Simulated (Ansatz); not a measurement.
Ag:
```
Ag
1.0
    2.81997     0.00000     0.00000
   -1.40999     2.44217     0.00000
    0.00000     0.00000     9.30040
Ag
4
Direct
  0.00000   0.00000   0.00000
  0.00000   0.00000   0.50000
  0.33333   0.66667   0.25000
  0.66667   0.33333   0.75000
```

Relaxed with LDA. Special points in fractions of this cell's reciprocal vectors: Γ (0.000, 0.000, 0.000); M (0.500, 0.000, 0.000); K (0.333, 0.333, 0.000); A (0.000, 0.000, 0.500); L (0.500, 0.000, 0.500); H (0.333, 0.333, 0.500).

Q: List the band energies nearest the Fermi level at these points for LDA in the plane-wave PAW code Ansatz.

A: In eV from the Fermi level; about four levels below and three above (degenerate sets whole), none deeper than 8.9 eV; points with the same levels are listed once.

```tsv
k	below	above
Γ	-3.56 -3.56 -3.12 -3.12 -0.84	3.63 11.20 11.24
M	-2.90 -2.88 -2.87 -0.48	0.45 0.97 1.49
K	-3.38 -3.28 -3.28 -3.17	3.21 3.21 3.22
A	-3.30 -3.30 -3.30 -3.30 -2.89 -2.89	6.51 6.51 15.28 15.28
L	-3.01 -3.01 -2.89 -2.89	0.06 0.06 1.31 1.31
H	-3.27 -3.27 -3.13 -3.13	3.54 3.54 3.55 3.55
```

Space group P6_3/mmc (dhcp (α-La type)). The workflow started from a Materials Project entry (that database holds measured and hypothetical structures alike); the Crystallography Open Database files this formula in space group No. 194, but the cells were not matched. It is not the phase usual at ambient conditions (space group No. 225). The LDA relaxation kept the symmetry of its start; its stability against distortions is not shown here. No spin polarisation was allowed. Spin–orbit coupling is left out wherever it is not named.

Potentials: the later of the program's two PAW sets.
